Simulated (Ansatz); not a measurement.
**SiO$_{2}$: pressure and gap against volume**

A database entry relaxed whole under r2SCAN (P4_12_12):

```xyz
12
Lattice="4.9851 0.0000 0.0000 0.0000 4.9851 0.0000 0.0000 0.0000 6.9272" Properties=species:S:1:pos:R:3 pbc="T T T"
Si    1.5042    1.5042    0.0000
Si    0.9883    3.9968    1.7318
Si    3.4809    3.4809    3.4636
Si    3.9968    0.9883    5.1954
O     1.1887    0.5381    1.2526
O     1.9545    3.6812    2.9844
O     3.7964    4.4470    4.7162
O     3.0306    1.3039    6.4480
O     3.6812    1.9545    3.9428
O     4.4470    3.7964    2.2110
O     1.3039    3.0306    0.4792
O     0.5381    1.1887    5.6746
```

The cell was scaled uniformly, its shape held, and the atoms relaxed at each volume with plane-wave PAW DFT (Ansatz 0.2.0; r2SCAN, 500 eV, 6×6×4 Γ-centred mesh, fermi-dirac occupations of width 0.020 eV; no spin, no spin-orbit coupling). One row is withheld.

| volume (Å³/atom) | energy over the lowest (meV/atom) | pressure (GPa) | gap over mesh and path (eV) |
| --- | --- | --- | --- |
| 13.485 | 2.5 | 1.04 | 6.479 |
| 13.772 | 1.0 | 0.64 | 6.433 |
| 14.059 | ? | ? | ? |
| 14.346 | 0.0 | 0.00 | 6.344 |
| 14.633 | 0.3 | -0.32 | 6.300 |
| 14.920 | 1.1 | -0.60 | 6.258 |
| 15.206 | 2.4 | -0.84 | 6.218 |

Q: Fit the pressures of the other rows to the third-order Birch-Murnaghan form.

A: With f = [(V₀/V)^(2/3) − 1]/2 and P = 3B₀f(1 + 2f)^(5/2)[1 + 3(B₀′ − 4)f/2], least squares gives V₀ = 14.33 Å³ an atom, B₀ = 15.5 GPa and B₀′ = 3.1; the rows miss the fit by 0.02 GPa. The slope of the energies differs from these pressures by less than 0.05 GPa.

Q: How does the gap move with volume?

A: A parabola in ln(V/V₀) through the other rows has the slope dE_g/d ln V = -2.2 eV at V₀, so by B₀ the gap moves by +140 meV a GPa at this fixed shape: it widens under pressure.

Q: What does the withheld row hold?

A: The fit gives 0.30 GPa at 14.059 Å³; the run gave 0.27 GPa and 0.2 meV an atom. Its gap is 6.388 eV, against 6.388 eV from the parabola.

Caveats: the shape of the cell was held, so B₀ is an upper bound where the axes differ in stiffness; 0 K, fixed nuclei; the symmetry was kept, and this need not be the phase that is stable at 0 K; one mesh for all volumes; r2SCAN gaps lie as a rule under measured ones; the slope of the gap can be off by tens of per cent, more where shallow d levels or spin-orbit coupling act on the edges; pressure is positive in compression.
